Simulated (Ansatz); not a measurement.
Input and command of a plane-wave DFT calculation in Ansatz:

```yaml
crystal:
  lattice:
    - [1.1453558686, -3.7377953298, 0.0]
    - [1.1453558686, 3.7377953298, 0.0]
    - [0.0, 0.0, 2.4754955235]
  atoms:
    - { symbol: Cu, position: [0.13386665, 0.86613335, 0.25] }
    - { symbol: Cu, position: [0.86613335, 0.13386665, 0.75] }
basis:
  ecutwfc: 420
kpoints:
  mp_grid: { grid: [20, 20, 20] }
hamiltonian:
  xc: pbesol
scf:
  occupations: { method: gaussian, width: 0.15 }
output:
  forces: true
  stress: true
  eigenvalues: true
  write_density: true
  write_potential: true
  elf: true
  volumetric_format: npy
```

```bash
ansatz run input.yaml --threads 1 --pin off --max-ram 2560MiB --backend cpu --events-out ev --progress --plain --runs-dir out
```

Processor: Arm Neoverse V2, 1 thread, on a host shared with other jobs.

Task: Estimate time, memory and problem size.

Result: About 32 s on 1 thread of Arm Neoverse V2, with other jobs on the host, peak memory 0.68 GiB. It solves 23 bands at 1221 k points (the mesh reduced by symmetry) with about 415 plane waves, in 6 SCF iterations.
